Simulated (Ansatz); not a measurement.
Here is an unrelaxed guess for YF₅.

```cif
data_structure
_symmetry_space_group_name_H-M 'P 1'
_symmetry_Int_Tables_number 1
_cell_length_a 4.0437
_cell_length_b 4.0437
_cell_length_c 6.1755
_cell_angle_alpha 90.000
_cell_angle_beta 90.000
_cell_angle_gamma 120.000
_cell_volume 87.45
loop_
_atom_site_label
_atom_site_type_symbol
_atom_site_fract_x
_atom_site_fract_y
_atom_site_fract_z
_atom_site_occupancy
Y1 Y 0.00000 0.00000 0.00000 1
F1 F 0.50000 0.00000 0.50000 1
F2 F 0.00000 0.50000 0.50000 1
F3 F 0.50000 0.50000 0.50000 1
F4 F 0.00000 0.00000 0.57688 1
F5 F 0.00000 0.00000 0.42312 1
```

Theory: DFT PBE, scalar-relativistic, plane waves, PAW in Ansatz 0.2.0. Settings: cutoff 420 eV, Γ-centred mesh 6×6×4 on the computed 6-atom cell, Gaussian smearing of 0.10 eV; no spin polarisation.

The zero of energy is the elements' standard structures at the same level (F₂ as a molecule); no fitted shifts are applied.

**Question.** What does a single point on this coarse mesh give?

**Answer.** The pressure is 60.3 GPa (the mean over three directions, positive in compression), the largest force is 72.46 eV/Å, and the energy is +2.30 eV/atom against the elements. The shortest distance is 0.95 Å, so close that the PAW spheres overlap strongly and these values are rough.

**Question.** How much does it gain on relaxing, and where does it end?

**Answer.** Relaxing gains about 3.5 eV/atom (the start's value is from the coarse mesh, so the gain is rough) in 49 ionic steps and ends at −1.23 eV/atom on the finer mesh. The symmetry stays P6/mmm (No. 191). The volume per atom grows by 146.3 %, from 14.6 to 35.9 Å³. The shortest distance goes from 0.95 Å (F–F) to 1.93 Å (Y–F). The ratio c/a of the conventional cell changes by a factor of 0.64. Conventional cell: a = 6.352 Å, c = 6.163 Å. Y is surrounded by 2 F at 1.93 Å; F on a site of symmetry mmm is surrounded by 4 F at 3.18 Å and 4 F at 3.38 Å (long against covalent radii, as for large ions); around F on a site of symmetry 6mm lie 1 Y at 1.93 Å, 1 F at 2.31 Å and 6 F at 3.38 Å.

The last run used collinear spin, a 6×6×6 mesh for its 6-atom cell and Gaussian smearing of 0.10 eV. No dispersion correction is applied, so the spacing and binding between layers, chains or molecules are poorly described. Another magnetic order may lie lower. The relaxation can't lower the symmetry of the start. Symmetry constrained the relaxation, so the result can be a saddle point. Another cell of YF5 relaxed alike, in P6/mmm, lies 1.15 eV/atom lower, so this cell isn't the stable form at this level.
